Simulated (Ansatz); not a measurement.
Y3In5:
```xyz
16
Lattice="4.9416 -4.0262 0.0000 4.9416 4.0262 0.0000 0.0000 0.0000 10.3669" Properties=species:S:1:pos:R:3 pbc="T T T"
Y      4.9416     1.0159     2.5917
Y      4.9416    -1.0159     7.7752
Y      7.8758     0.0000     5.1835
Y      2.0073     0.0000     5.1835
Y      2.0073     0.0000     0.0000
Y      7.8758     0.0000     0.0000
In     4.9416    -3.9460     2.5917
In     4.9416     3.9460     7.7752
In     4.9416    -1.5326     0.4834
In     4.9416     1.5326     9.8835
In     4.9416     1.5326     5.6668
In     4.9416    -1.5326     4.7001
In     2.8100    -1.6757     2.5917
In     7.0731     1.6757     7.7752
In     2.8100     1.6757     7.7752
In     7.0731    -1.6757     2.5917
```

This is the r²SCAN-relaxed structure.

Q: All from plane-wave PAW r²SCAN (Ansatz code), unless another level is named. Estimate the formation energy from the elements (no fitted shifts).

A: -0.63 eV/atom.

Q: Predict the density of states at the Fermi level.

A: 0.47 states/eV per atom (mean over ±0.08 eV).

Space group Cmcm. The workflow started from a Materials Project entry (that database holds measured and hypothetical structures alike); the Crystallography Open Database copy checked does not list it. Whether it is the stable phase at ambient conditions was not checked. The r²SCAN relaxation kept the symmetry of its start; its stability against distortions is not shown here. The run is not spin-polarised. The references are the lowest solids computed at this level, not always the standard phases. Scalar-relativistic: spin–orbit coupling is off unless named, which matters more the heavier the elements.

Potentials: the later of the program's two PAW sets.
